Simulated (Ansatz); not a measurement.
## Profile along the I–Na line in NaI (rock salt)

NaI (rock salt)

```
NaI
1.0
    0.00000     3.20132     3.20132
    3.20132     0.00000     3.20132
    3.20132     3.20132     0.00000
I Na
1 1
Cartesian
  0.00000   0.00000   0.00000
  3.20132   3.20132   3.20132
```

Fields along a shortest I–Na line of a {110} plane (3.20 Å), from I to Na, interpolated on the slice's grid (step about 0.2 Å). These are PBEsol (plane waves to 420 eV, PAW, scalar-relativistic; Ansatz, a first-principles code) values and carry that method's errors. k mesh 9×9×9. Near the nuclei the fields are pseudised (PAW); where an atom keeps semicore shells as valence, they peak there. NaI was relaxed with its symmetry unable to fall. Spin-orbit coupling is left out, though I is heavy.

```csv
distance from I (Å),valence electron density (e/Å³),electron localisation function
0.00,19.07,x
0.32,13.75,x
0.64,2.83,0.50
0.96,0.76,0.67
1.28,0.32,0.78
1.60,0.13,0.67
1.92,0.07,0.06
2.24,0.13,0.06
2.56,1.40,0.61
2.88,12.54,x
3.20,20.74,x
```

x: too close to a nucleus for the ELF to mean much.

Density on the I–Na line (3.20 Å) at its density minimum, 2.0 Å from I: 0.06 e/Å³. ELF at that point: 0.0. ELF maximum in the middle third of the I–Na line: 0.80, 1.4 Å from I.
